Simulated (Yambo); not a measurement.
A G0W0@PBEsol run in Yambo for CsSnBr3 (cubic perovskite, space group Pm-3m, No. 221) (2×2×2 Γ-centred k mesh, 548 bands and a 7 Ry block in the screening, 548 bands in G with the Bruneval-Gonze terminator, plasmon pole fitted at 27.2 eV) gives these matrix elements, in eV, at the band edges (R → R):

| state | E0 | <Vxc> | <Σx> | <Σc(E0)> | Z |
|---|---|---|---|---|---|
| valence edge | 0.000 | -13.686 | -15.521 | 0.888 | 0.796 |
| conduction edge | 0.077 | -10.147 | -6.824 | -3.208 | 0.808 |

Solve the linearised quasiparticle equation for both states, give the gap, and say how exchange and correlation each act on it.

E = E0 + Z(Σx + Σc − Vxc). Valence: 0.000 + 0.796 × (-15.521 + (0.888) − (-13.686)) = -0.75 eV. Conduction: 0.077 + 0.808 × (-6.824 + (-3.208) − (-10.147)) = 0.17 eV. The gap is 0.92 eV, against 0.08 eV in PBEsol. Replacing Vxc by bare exchange alone would open it by 5.16 eV; correlation takes back 4.10 eV of that, and Z scales what is left. Nearest settings tried, and what they do to the gap: 192 bands in W, 192 bands in G: -110 meV; 242 bands in W: -65 meV; 6 Ry block (365 vectors against 461): -36 meV. Not varied: mesh. So the settings aren't converged at that level. The k mesh is coarse. The cell is held in this high symmetry; tilts and polar distortions were not searched.

The standard potential for Sn keeps a d shell in the valence without the s and p states of that shell. In tests on such compounds this moved G0W0 gaps by up to about 0.9 eV, so absolute quasiparticle energies here are unreliable; differences between settings are what counts.

Spin-orbit coupling is included.

Geometry of the Materials Project entry, not relaxed at this level; primitive cell a = b = c = 5.839 Å, α = β = γ = 90.00°.

The structure is a Materials Project entry; no match was found in the copy of COD used, and its stability was not checked.
